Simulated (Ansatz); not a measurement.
TaAs:
```xyz
4
Lattice="-1.7026 1.7026 5.7553 1.7026 -1.7026 5.7553 1.7026 1.7026 -5.7553" Properties=species:S:1:pos:R:3 pbc="T T T"
Ta     0.0000     1.7026     2.8811
Ta     0.0000     0.0000     0.0035
As     1.7026     0.0000     3.8249
As     0.0000     0.0000     6.7025
```

Relaxed with LDA. Special points in fractions of this cell's reciprocal vectors: Γ (0.000, 0.000, 0.000); X (0.000, 0.000, 0.500); P (0.250, 0.250, 0.250); N (0.000, 0.500, 0.000); M (0.500, 0.500, -0.500); S (0.272, 0.728, -0.272); S0 (-0.272, 0.272, 0.272); R (-0.044, 0.044, 0.500); G (0.500, 0.500, -0.044).

**Question.** List the band energies nearest the Fermi level at these points for DFT-LDA in the program Ansatz with PAW potentials.

**Answer.** In eV from the Fermi level; about four levels below and three above (degenerate sets whole), none deeper than 8.9 eV; points with the same levels are listed once.

```
k                    below                above
-  -----------------------  -------------------
Γ  -2.45 -2.02 -1.67 -1.67       0.91 1.63 2.47
X  -3.23 -3.23 -1.11 -1.11  2.91 2.91 3.22 3.22
P  -3.25 -3.25 -1.11 -1.11  2.92 2.92 3.21 3.21
N  -2.55 -2.31 -1.64 -0.24       0.11 1.43 2.37
M  -2.94 -2.94 -0.90 -0.90  1.25 1.25 2.41 2.41
S  -2.53 -2.48 -1.78 -0.14       0.13 1.80 2.22
R  -3.20 -3.20 -1.14 -1.14  2.75 2.75 3.12 3.12
```

Space group I4_1md. Symmetry was held in the LDA relaxation. The run is not spin-polarised. A small band overlap can be real or an error of a semilocal functional. The Fermi level of a semimetal is unsure by some 0.05 eV on such meshes. Spin–orbit coupling is left out wherever it is not named.

Potentials: the earlier of the program's two PAW sets.
